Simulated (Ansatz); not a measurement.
GaAs:
```
GaAs
1.0
    3.94799     0.00000     0.00000
   -1.97399     3.41906     0.00000
    0.00000     0.00000     6.51033
Ga As
2 2
Direct
  0.33333   0.66667   0.00006
  0.66667   0.33333   0.50006
  0.33333   0.66667   0.37394
  0.66667   0.33333   0.87394
```

x, y and z are the axes in which the lattice vectors are written.

**Question.** Give the proper piezoelectric stress tensor with relaxed ions from DFT-LDA in the program Ansatz with PAW potentials.

**Answer.** In C/m², rows x, y, z, Voigt columns; mesh uncertainty up to 0.01.
```
 0.00   0.00   0.00   0.00   0.07   0.00
 0.00   0.00   0.00   0.07   0.00   0.00
 0.06   0.06  -0.29   0.00   0.00   0.00
```

The elastic tensor of the same run (GPa):

```
 141  48.2  31.2   0.0   0.0   0.0
48.2   141  31.2   0.0   0.0   0.0
31.2  31.2   165   0.0   0.0   0.0
 0.0   0.0   0.0  36.6   0.0   0.0
 0.0   0.0   0.0   0.0  36.6   0.0
 0.0   0.0   0.0   0.0   0.0  46.4
```

**Question.** Convert to strain constants d = e·S.

**Answer.** In pC/N:
```
 0.0   0.0   0.0   0.0   2.0   0.0
 0.0   0.0   0.0   2.0   0.0   0.0
 0.6   0.6  -2.0   0.0   0.0   0.0
```

Space group P6_3mc (wurtzite). The first step of the workflow began from a Materials Project structure, measured or hypothetical; the Crystallography Open Database copy checked does not list it. It is not the phase usual at ambient conditions (space group No. 216). The cell was relaxed with LDA under the symmetry of its start; its stability against distortions is not shown here. Signs of piezoelectric constants follow the polarity of the cell as given.

Potentials: the earlier of the program's two PAW sets. The files were generated under PBE; for other functionals the program regenerates the frozen cores, and for LDA and PBEsol the local potential too.
